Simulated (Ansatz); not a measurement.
**EuCdPb: what a change of kpoints.mp_grid.grid, scf.max_iter does**

All numbers are calculated (PBEsol, collinear spin, no spin-orbit coupling; Ansatz, PAW set soft_2, 420 eV, k-mesh 9×9×4), not measured. These are the settings of the reference run.

Cell:

```yaml
crystal:
  lattice:
    - [4.97659, 0.00000, 0.00000]
    - [-2.48830, 4.30986, 0.00000]
    - [0.00000, 0.00000, 7.71597]
  atoms:
    - { symbol: Cd, position: [0.33333, 0.66667, 0.45469] }
    - { symbol: Cd, position: [0.66667, 0.33333, 0.95469] }
    - { symbol: Eu, position: [0.00000, 0.00000, 0.25192] }
    - { symbol: Eu, position: [0.00000, 0.00000, 0.75192] }
    - { symbol: Pb, position: [0.33333, 0.66667, 0.04040] }
    - { symbol: Pb, position: [0.66667, 0.33333, 0.54040] }
```

The reference run of this cell is solved again as a single point with these keys changed:

| key | reference run | changed run |
| --- | --- | --- |
| kpoints.mp_grid.grid | [9, 9, 4] | [0, 9, 4] |
| scf.max_iter | not typed | 100 |

Question: How far do the results move?

Answer: It is refused before the calculation starts. Message: Error: invalid value for `kpoints.mp_grid.grid`: each dimension must be in 1..=255
